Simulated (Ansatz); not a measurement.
Given:

BAs (zinc blende)

```yaml
crystal:
  lattice:
    - [0.00000, 2.39195, 2.39195]
    - [2.39195, 0.00000, 2.39195]
    - [2.39195, 2.39195, 0.00000]
  atoms:
    - { symbol: As, position: [0.75000, 0.75000, 0.75000] }
    - { symbol: B, position: [0.00000, 0.00000, 0.00000] }
```

Two-dimensional scan of atom 2 (B, nearest neighbour As at 2.071 Å; its periodic images, 3.4 Å or more away, move with it): u runs along (1.000, 0.000, 0.000), v along (0.000, 1.000, 0.000) (Cartesian). Cell and other atoms are fixed.

Level of theory: r2SCAN (plane waves to 500 eV, PAW, scalar-relativistic; Ansatz, a first-principles code). k mesh 10×10×10 (Γ-centred), Fermi-Dirac smearing 0.05 eV. Energies are smeared free energies. As the smearing reaches across the gap at some points, energies and forces of such displacements shift with the k mesh and the smearing. BAs was relaxed with its symmetry unable to fall. ΔE is measured from the undisplaced structure. Axes are in Å.

The scan covers u from -0.520 to 0.520 Å in 7 points and v from -0.520 to 0.520 Å in 7 points.

Task: Is the undisplaced position a minimum, a maximum or a saddle of this map?

Result: A minimum.

Task: What are the two principal curvatures of the energy at the centre?

Result: 16.8 eV/Å², isotropic.

(For displaced atoms, the force is minus the slope of the energy, and its curvature is a force constant, which sets phonon frequencies.)
